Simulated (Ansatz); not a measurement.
Values for one crystal, relaxed and computed with the program Ansatz at the r²SCAN level (PAW); other levels are named.

```yaml
volume_per_atom: 10.67 Å³
electronic_character: metallic (no gap)
Density of states at the Fermi level: 0.24 states/eV per atom (mean over ±0.08 eV)
Formation energy from the elements (no fitted shifts): -141 meV/atom
```

Question: Pick the material that matches.
A) SiB2W2, Cmmm (Si on 2a, W on 4j, B on 4i)
B) Zr2SiB2, P-6m2 (Zr on 2h, Si on 1a, B on 1b, B on 1f)
C) SiGe, P-6m2 (Ge on 1a, Si on 1f)
D) B2Ir, MoSi2 or CaC2 type

Answer: A, SiB2W2, Cmmm (Si on 2a, W on 4j, B on 4i)

The start of the workflow was typed in or built on a structure type; neither database checked (COD, Materials Project) lists it. Whether it is the stable phase at ambient conditions was not checked. The cell was relaxed with r²SCAN under the symmetry of its start; its stability against distortions is not shown here. No spin polarisation was allowed. The references are the lowest solids computed at this level, not always the standard phases. Scalar-relativistic: spin–orbit coupling is off unless named, which matters more the heavier the elements.

Potentials: the earlier of the program's two PAW sets.
